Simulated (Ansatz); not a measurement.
GaCl3 in space group C2/m (No. 12; Ga on 4i, Cl on 4g, Cl on 4i, Cl on 4i), LDA in the plane-wave PAW code Ansatz, all energies at zero smearing, with the estimated change up to a 700 eV cutoff added, with one set of potentials and settings (totals compare only within such a set). Cell of 8 atoms (2 Ga, 6 Cl): -13686.616 eV.

```tsv
element	reference phase	E (eV/atom)
Ga	Cmce, 4 atoms in the cell	-3706.9858
Cl	Cmce, 4 atoms in the cell	-1044.0605
```

Formation energy per atom, worked out: (-13686.616 − 2×(-3706.9858) − 6×(-1044.0605))/8 = -1.035 eV/atom (-100 kJ per mol of atoms), at 0 K, without zero-point energy or fitted corrections.

The workflow started from a Materials Project entry (that database holds measured and hypothetical structures alike); the Crystallography Open Database files this formula in space group No. 12, but the cells were not matched. Whether it is the stable phase at ambient conditions was not checked. The cell was relaxed with LDA under the symmetry of its start; its stability against distortions is not shown here. A crystal of weakly bound molecules computed without a dispersion correction: the cell and the soft elastic constants depend strongly on that. The references are the lowest solids computed at this level, not always the standard phases (solids in place of the gases).

Potentials: the earlier of the program's two PAW sets. The files were generated under PBE; for other functionals the program regenerates the frozen cores, and for LDA and PBEsol the local potential too.
